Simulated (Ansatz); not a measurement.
ZrO2 (tetragonal-ZrO2 type, space group P4_2/nmc)

```
ZrO2
1.0
    3.58448     0.00000     0.00000
    0.00000     3.58448     0.00000
    0.00000     0.00000     5.17719
Zr O
2 4
Direct
  0.00000   0.00000   0.00000
  0.50000   0.50000   0.50000
  0.00000   0.50000   0.20147
  0.00000   0.50000   0.70147
  0.50000   0.00000   0.29853
  0.50000   0.00000   0.79853
```

The relaxed cell is deformed in two ways at once: its volume V is scaled, and at that volume it is stretched along z (the c axis of the conventional cell) so that c/a changes. Fractional atomic positions are held.

These are PBEsol (plane waves to 420 eV, PAW, scalar-relativistic; Ansatz, a program for electronic structure) values and carry that method's errors. k mesh 9×9×7 (Γ-centred), Fermi-Dirac smearing 0.05 eV. The energy includes the smearing's −TS. As the atoms are clamped, bonds stretch with the cell, which overstates energies and stresses. This is a high-temperature form of ZrO2. ZrO2 is run without spin polarisation. ZrO2 was relaxed with its symmetry unable to fall. The zero of ΔE is the relaxed starting cell.

Problem. Estimate the ΔE (meV/atom) for all points of the grid V/V₀ = 0.920, 0.947, 0.973, 1.000, 1.027, 1.053, 1.080 by (c/a)/(c/a)₀ = 0.960, 0.973, 0.987, 1.000, 1.013, 1.027, 1.040.

Solution. ΔE (meV/atom), with V/V₀ across and (c/a)/(c/a)₀ down:

```csv
(c/a)/(c/a)₀ \ V/V₀,0.920,0.947,0.973,1.000,1.027,1.053,1.080
0.960,72.2,37.4,18.5,13.4,20.5,38.0,64.6
0.973,66.0,30.6,11.3,5.9,12.5,29.7,56.0
0.987,63.0,27.1,7.3,1.4,7.7,24.5,50.4
1.000,63.0,26.7,6.3,0.0,5.8,22.2,47.8
1.013,66.0,29.1,8.2,1.4,6.8,22.7,47.9
1.027,71.6,34.1,12.8,5.4,10.3,25.9,50.7
1.040,79.8,41.8,19.9,12.1,16.5,31.6,56.0
```

(A scan under strain: stresses follow from slopes of the energy per volume, elastic moduli from its curvatures.)
